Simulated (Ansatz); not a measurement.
## Ta (Fm-3m), two-dimensional strain map

Theory: DFT PBEsol, scalar-relativistic, plane waves, PAW (Ansatz). Settings: plane waves to 420 eV, k-mesh 24×24×24 (Γ-centred), Gaussian smearing 0.15 eV. Spin–orbit coupling is left out, which can shift energies with elements as heavy as these. No spin polarisation. Energies are free energies at this smearing, counted from the undisturbed cell; pressure is positive in compression.

The starting cell (relaxed at this level; with this scan's settings it stands at 0.2 GPa; this fcc form isn't the usual structure):

```xyz
1
Lattice="0.0000 2.0878 2.0878 2.0878 0.0000 2.0878 2.0878 2.0878 0.0000" Properties=species:S:1:pos:R:3 pbc="T T T"
Ta    0.0000    0.0000    0.0000
```

The cell is strained by p along both x and y and by q along z, fractional coordinates fixed. Points are written (p, q).

Energy above the undisturbed cell in meV/atom (a dash: not computed):

| p \ q | -0.030 | -0.015 | 0.000 | 0.015 | 0.030 |
| --- | --- | --- | --- | --- | --- |
| -0.030 | 102.9 | 69.0 | 38.8 | 12.8 | -8.6 |
| -0.015 | 43.2 | 25.1 | – | – | – |
| 0.000 | – | – | 0.0 | – | – |

Pressure in GPa:

```csv
p \ q,-0.030,-0.015,0.000,0.015,0.030
-0.030,22.1,17.8,13.7,9.7,6.1
-0.015,13.8,10.2,–,–,–
0.000,–,–,0.2,–,–
```